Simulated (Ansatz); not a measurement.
## Data sheet: AlN (DFT)

AlN:
```xyz
4
Lattice="2.8254 0.0000 0.0000 -1.4127 2.4469 0.0000 0.0000 0.0000 4.8356" Properties=species:S:1:pos:R:3 pbc="T T T"
Al     0.0000     0.0000     0.0000
Al     0.0000     0.0000     2.4178
N      0.0000     1.6313     1.2089
N      1.4127     0.8156     3.6267
```

Space group P6_3/mmc (No. 194), NiAs type; conventional cell a = 2.8254 Å, b = 2.8254 Å, c = 4.8356 Å, α = 90.00°, β = 90.00°, γ = 120.00°.

Method: the program Ansatz at the HSE06 level (PAW). Structure relaxed to zero pressure with the same functional. Other levels are named where they apply.

### Cell and energy

Volume per atom: 8.36 Å³
Density: 4.07 g/cm³

### Electronic structure

* **Band gap**: 6.32 eV (indirect)
* **Valence-band maximum**: at Γ
* **Conduction-band minimum**: on the L–M line, 36 % of the way from L (6 equivalent valleys)
* **Smallest direct gap on the standard path**: 6.77 eV

### Mechanics

* **Bulk modulus (Birch–Murnaghan fit)**: 269 GPa
* **Pressure derivative B′**: 3.9

### Charges

- Bader charges: Al +2.51, N -2.51 e

The cell is a constructed one: a structure type filled with these elements; the Crystallography Open Database copy checked does not list it. It is not the phase usual at ambient conditions (space group No. 186, 216). The HSE06 relaxation kept the symmetry of its start; its stability against distortions is not shown here. The hybrid was solved on a coarse mesh, the path and, where they were found, the r²SCAN edge points; its band edges are the extreme levels among these.

Potentials: the later of the program's two PAW sets.
